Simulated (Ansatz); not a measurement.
The calculation used DFT PBE, scalar-relativistic, plane waves, PAW (Ansatz). Settings of the last relaxation (8-atom cell): 420 eV, 4×4×8 k points, Gaussian smearing of 0.02 eV, no spin polarisation.

Energies over the elements count from the elements' standard structures at the same level, with no fitted energy shifts. The references include grey tin.

Problem. Suggest a trial structure for a monoclinic semiconductor with formula Sn₃PbS₄, with a gap near 0.7 eV, a formation energy near −0.46 eV/atom and a density near 5.5 g/cm³, in a cell of 8 atoms.

Solution. Sn₃PbS₄, space group Cm (No. 8). Around Sn on a site of symmetry 1 lie 3 S at 2.59–2.78 Å and 2 S at 3.15–3.19 Å; Sn on a site of symmetry m is surrounded by 1 S at 2.62 Å and 4 S at 2.87–3.00 Å; around Pb lie 1 S at 2.74 Å and 4 S at 2.97–3.03 Å; S on a site of symmetry 1 is surrounded by 1 Sn at 2.59 Å, 2 Sn at 2.87–3.00 Å and 2 Pb at 2.97–3.03 Å; 2 more sites not described.

Space group Cm (No. 8). a = 12.451 Å, b = 8.283 Å, c = 4.201 Å, α = 90.00°, β = 107.05°, γ = 90.00°
```tsv
atom	site	symmetry	x	y	z
Sn	4b	1	0.7433	0.7536	0.0609
Sn	2a	m	0.0041	0.0000	0.3909
Pb	2a	m	0.4954	0.0000	0.3932
S	4b	1	0.5266	0.2550	0.9314
S	2a	m	0.2241	0.0000	0.6141
S	2a	m	0.7254	0.0000	0.6148
```

| Property | Result |
| --- | --- |
| Volume per atom | 25.9 Å³ |
| Density | 5.5 g/cm³ |
| Energy over the elements | −0.461 eV/atom |
| Gap on the 4×4×8 mesh of the 8-atom cell | 0.65 eV |

It was reached by relaxing an invented guess, and it needn't be the stable form of this composition. The answer needn't be unique; the calculation gave this one.

Weakly bound directions are ill-defined at this level, which has no dispersion term. These runs have no spin–orbit coupling, which can matter for Pb. Kohn–Sham gaps at this level usually fall short of measured ones. The missing spin–orbit coupling can work the other way here. The reference form of S is held partly by dispersion forces, which this level lacks. A later test with randomly moved atoms came back to the same energy, though modes that don't fit the test's cell weren't probed.
